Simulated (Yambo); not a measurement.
Ba$_{2}$SrWO$_{6}$ (space group C2/m, No. 12): one transition space (4×4×4 mesh, 15 valence and 9 conduction bands, Tamm-Dancoff) with different kernels in Yambo, on PBEsol orbitals; field along x. BSE alone uses the static screening with 101 bands and a 3 Ry block; its scissor and those of RPA and TDDFT come from G0W0, that of the TDHF-type run from bare exchange. Axes are Cartesian, with cell vectors (Å) (5.29, -3.06, 0.00), (5.29, 3.06, 0.00), (-3.56, 0.00, 5.10).

| kernel | scissor (eV) | direct gap with it (eV) | lowest state (eV) |
|---|---|---|---|
| BSE (screened electron-hole attraction) | 1.64 | 4.50 | ___ |
| TDHF-type (unscreened attraction, exchange-only scissor) | 10.38 | 13.24 | ___ |
| RPA (no attraction) | 1.64 | 4.50 | 4.50 (dark) |

### Question
Some entries are withheld; supply them.

### Answer

- BSE (screened electron-hole attraction), lowest state (eV): 3.58 (dark)
- TDHF-type (unscreened attraction, exchange-only scissor), lowest state (eV): 7.62 (dark)

RPA leaves the lowest state at the direct gap: no bound exciton. These are vertical excitations (zero momentum); the indirect quasiparticle gap, about 4.38 eV, is smaller than the direct one (4.50 eV on the GW mesh). Spin singlets only. Strong means a line over 3 % of the spectrum's maximum, dark under 0.03 %. Absolute energies carry the error of the G0W0 scissor, whose convergence isn't established; the long-wavelength screening was taken along (1,1,1) although the crystal is anisotropic. Convergence of the binding with the mesh was not shown.

Spin-orbit coupling is not included.

Geometry of the Materials Project entry, not relaxed at this level; primitive cell a = b = 6.1155 Å, c = 6.2143 Å, α = β = 119.69°, γ = 60.09°.

The structure is a Materials Project entry; no match was found in the copy of COD used, and its stability was not checked.
